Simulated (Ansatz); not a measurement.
Phonons of W (bcc, W type) at N = (0.5, 0.0, 0.0), H = (0.5, 0.5, 0.5).

W (bcc, W type)

```
W
1.0
   -1.59176     1.59176     1.59176
    1.59176    -1.59176     1.59176
    1.59176     1.59176    -1.59176
W
1
Direct
  0.00000   0.00000   0.00000
```

The numbers are results of PBE (plane waves to 420 eV, PAW, scalar-relativistic; Ansatz, a program for electronic structure), not measurements. Harmonic phonons by density-functional perturbation theory on a 20×20×20 k mesh, in cm⁻¹ and rounded to 5; i marks imaginary ones, q is in fractions of the reciprocal vectors of the cell shown, and the three acoustic modes at Γ are left out. The program warned that its band solver left a few bands short of their tolerance. Spin-orbit coupling is left out, though W is heavy. W is run without spin polarisation. W was relaxed with its symmetry unable to fall.

```csv
q,wavenumbers (cm⁻¹)
"N = (0.5, 0.0, 0.0)","135, 145, 215"
"H = (0.5, 0.5, 0.5)",180 (×3)
```

The structure shows no imaginary mode at these points (lowest 135 cm⁻¹ at N = (0.5, 0.0, 0.0)); other wave vectors were not tested.

Highest mode: 215 cm⁻¹ at N = (0.5, 0.0, 0.0).
